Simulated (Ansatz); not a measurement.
The relaxed structure here is a generated cell of Si2Ni: the first start was made by placing the elements on the sites of a structure type, and the end was not matched to a known phase here, so it may be hypothetical. Known forms of Si2Ni include space group No. 225.

One starting cell of Si$_{2}$Ni (a generated trial cell of Si2Ni in the AFLOW prototype A2B_tP6_129_ac_c (C38, as in Cu2Sb)) was relaxed twice with Ansatz (plane waves, PAW, scalar-relativistic): with PBEsol at 420 eV and with PBE at 420 eV. The PBEsol result:…

Si2Ni is modelled in the tetragonal space group P4/nmm, origin choice 1 (No. 129), Pearson symbol tP6. Cell: a = 3.497 Å, b = 3.497 Å, c = 6.152 Å, α = 90.00°, β = 90.00°, γ = 90.00°. Si1 on 2a is coordinated by 4 Ni at 2.322 Å and 4 Si at 2.473 Å and 4 Si at 2.918 Å. Si2 on 2c is coordinated by 1 Ni at 2.289 Å and 4 Ni at 2.602 Å and 8 Si at 2.882–2.918 Å. Ni on 2c is surrounded by 5 Si at 2.289–2.322 Å and 4 Si at 2.602 Å. (Neighbours: up to the widest gap in distance over summed covalent radii, below 1.35, at either atom; cation-cation and far metal-metal contacts left out.)

```tsv
quantity	PBEsol	PBE
space group	P4/nmm	P4/nmm
volume (Å³/atom)	12.54	?
a (Å)	3.497	?
c (Å)	6.152	?
gap (eV, no spin-orbit coupling)	0.00	?
highest phonon at the sampled q (cm⁻¹)	475	?
softest mode (cm⁻¹)	95i	?
energy after following the soft phonon mode at (½, ½, 0) (Pbcm), against the parent (eV/atom)	-0.11	?
```

**Question.** Fill in the PBE column.

**Answer.** 
- volume (Å³/atom), PBE: 12.95
- a (Å), PBE: 3.529
- c (Å), PBE: 6.237
- gap (eV, no spin-orbit coupling), PBE: 0.00
- highest phonon at the sampled q (cm⁻¹), PBE: 455
- softest mode (cm⁻¹), PBE: 95i
- energy after following the soft phonon mode at (½, ½, 0) (Pbcm), against the parent (eV/atom), PBE: -0.12

Both levels end in the same structure; PBE's volume is 3.3 % larger. Neither column is exact.

No spin polarisation in the result. A magnetic state may lie lower.

The run could not lose the symmetry of its start: the end is stationary, and may be a saddle point rather than a minimum.

Ansatz is a quantum-chemistry and plane-wave program.
